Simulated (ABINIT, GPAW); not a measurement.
This is a calculation of InSb3 for ABINIT 10.8.3 (patched build). The cell comes from a database or a generator and needn't be the stable form of this composition.

The input run.abi:

```
# Pseudopotentials
pp_dirpath "./"
pseudos "Sb.GGA_PBE-JTH.xml, In.GGA_PBE-JTH.xml"

# Structure
structure "poscar:POSCAR"
natom 4

# Plane-wave basis
ecut 22.0
pawecutdg 44.0
pawxcdev 0

# k points
kptopt 1
ngkpt 6 6 6
nshiftk 1
shiftk 0.0 0.0 0.0

# Exchange and correlation
ixc 11

# Bands and occupations
nband 35
occopt 3
tsmear 0.05 eV

# SCF cycle
nstep 100
tolvrs 1.0e-9

# Output
iomode 3
prtwf 0
prtden 0
prteig 0
prtebands 0
prtvol 2
```

The input POSCAR:

```
InSb3
1.0
    4.8063670000      0.0000000000      0.0000000000
    0.0000000000      4.8063670000      0.0000000000
    0.0000000000      0.0000000000      4.8063670000
Sb In
3 1
Direct
    0.5000000000      0.5000000000      0.0000000000  Sb
    0.0000000000      0.5000000000      0.5000000000  Sb
    0.5000000000      0.0000000000      0.5000000000  Sb
    0.0000000000      0.0000000000      0.0000000000  In
```

Potentials or basis: JTH PAW PBE v2.0.

The run is started by

```bash
$ abinit run.abi > log 2>&1
```

Problem. Set up the same calculation for GPAW 26.7.0 (ASE script). Potentials or basis there: GPAW PAW data sets (gpaw-data 1.2.1), cutoff 600 eV.

Solution. As run (cutoffs and basis follow the program's own potentials, and thresholds, step limits or extra output files can differ):

Contents of run.py:

```python
from ase import Atoms
from ase.dft.bandgap import bandgap
from ase.io import write
from ase.units import GPa
from gpaw import GPAW, PW

atoms = Atoms(['Sb', 'Sb', 'Sb', 'In'],
              cell=[[4.806367, 0.0, 0.0],
                    [0.0, 4.806367, 0.0],
                    [0.0, 0.0, 4.806367]],
              scaled_positions=[[0.5, 0.5, 0.0],
                                [0.0, 0.5, 0.5],
                                [0.5, 0.0, 0.5],
                                [0.0, 0.0, 0.0]],
              pbc=True)

calc = GPAW(mode=PW(600),
            xc='PBE',
            kpts={'size': (6, 6, 6), 'gamma': True},
            occupations={'name': 'fermi-dirac', 'width': 0.05},
            nbands=45,
            convergence={'density': 1e-05, 'energy': 1e-05},
            maxiter=150,
            txt='gpaw.txt')
atoms.calc = calc
energy = atoms.get_potential_energy()
forces = atoms.get_forces()
stress = atoms.get_stress()
calc.write('gs.gpw')
write('result.traj', atoms)
print(f'Energy: {energy:.6f} eV')
print('Forces (eV/A):')
print(forces.round(4))
print('Stress (GPa):', (stress / GPa).round(3))
print('Fermi level:', round(calc.get_fermi_level(), 4), 'eV')
print(f'Gap: {bandgap(calc)[0]:.4f} eV, direct: {bandgap(calc, direct=True)[0]:.4f} eV')
```

Potentials or basis: GPAW PAW data sets (gpaw-data 1.2.1), pw.

The run is started by

```sh
$ OMP_NUM_THREADS=1 python run.py
```

Both were run:

|  | ABINIT | GPAW |
| --- | --- | --- |
| Pressure | 0.2 GPa | -0.1 GPa |

Pressure is positive in compression.
